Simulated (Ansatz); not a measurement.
A geometry of In away from equilibrium: step 2 of the relaxation of a generated cell, In built in the trigonal-Se structure type. Method: r2SCAN (plane waves to 500 eV, PAW, scalar-relativistic; Ansatz, a first-principles code). Γ-centred k-mesh 8×8×6 on the run's cell (coarser than for final values), Fermi–Dirac smearing 0.05 eV. The plane waves were selected for a different cell earlier on the path.

```yaml
crystal:
  lattice:
    - [4.84516, 0.00000, 0.00000]
    - [-2.42258, 4.19604, 0.00000]
    - [0.00000, 0.00000, 5.65921]
  atoms:
    - { symbol: In, position: [0.26415, 0.00000, 0.83333] }
    - { symbol: In, position: [0.00000, 0.26415, 0.16667] }
    - { symbol: In, position: [0.73585, 0.73585, 0.50000] }
```

Problem. What forces act on the atoms (eV/Å)?

Solution. 
```json
[
 {"atom": "In1", "Fx": "0.77", "Fy": "0.00", "Fz": "0.00"},
 {"atom": "In2", "Fx": "-0.38", "Fy": "0.66", "Fz": "0.00"},
 {"atom": "In3", "Fx": "-0.38", "Fy": "-0.66", "Fz": "0.00"}
]
```

The path ends in R-3m (No. 166) (AFLOW prototype A_hR1_166_a (A_i)). No spin polarisation in the result.

The run could not lose the symmetry of its start, so the end can be a saddle point.

The end of the path is a generated cell of In: the first start was made by placing the elements on the sites of a structure type, and the end was not matched to a known phase here, so it may be hypothetical. Known forms of In include space group No. 139.
